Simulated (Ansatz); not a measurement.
Consider the following.

Sn5Se8:
```cif
data_Se8Sn5
_chemical_formula_sum 'Sn5 Se8'
_space_group_name_H-M_alt 'P-3m1'
_space_group_IT_number 164
_space_group_name_Hall '-P 3 2"'
_cell_length_a 7.82931
_cell_length_b 7.82931
_cell_length_c 7.14109
_cell_angle_alpha 90.000
_cell_angle_beta 90.000
_cell_angle_gamma 120.000
loop_
_atom_site_label
_atom_site_type_symbol
_atom_site_symmetry_multiplicity
_atom_site_Wyckoff_symbol
_atom_site_fract_x
_atom_site_fract_y
_atom_site_fract_z
_atom_site_occupancy
Sn1 Sn 1 a 0.00000 0.00000 0.00000 1
Se1 Se 6 i 0.32999 0.16500 0.22838 1
Se2 Se 2 d 0.33333 0.66667 0.22011 1
Sn2 Sn 3 e 0.00000 0.50000 0.00000 1
Sn3 Sn 1 b 0.00000 0.00000 0.50000 1
```

This is the r²SCAN-relaxed structure.

Question: All from r²SCAN in the plane-wave PAW code Ansatz, unless another level is named. Give the electronic character.

Answer: metallic (no gap).

Question: What about the formation energy from the elements (no fitted shifts)?

Answer: -0.37 eV/atom.

Question: What about the density of states at the Fermi level?

Answer: 0.36 states/eV per atom (mean over ±0.08 eV).

The start of the workflow was typed in or built on a structure type; neither database checked (COD, Materials Project) lists it. Its standing as an ambient phase is unchecked. Symmetry was held in the r²SCAN relaxation; its stability against distortions is not shown here. The references are the lowest solids computed at this level, not always the standard phases. Scalar-relativistic: spin–orbit coupling is off unless named, which matters more the heavier the elements.

Potentials: the earlier of the program's two PAW sets. The files were generated under PBE; for other functionals the program regenerates the frozen cores, and for LDA and PBEsol the local potential too.
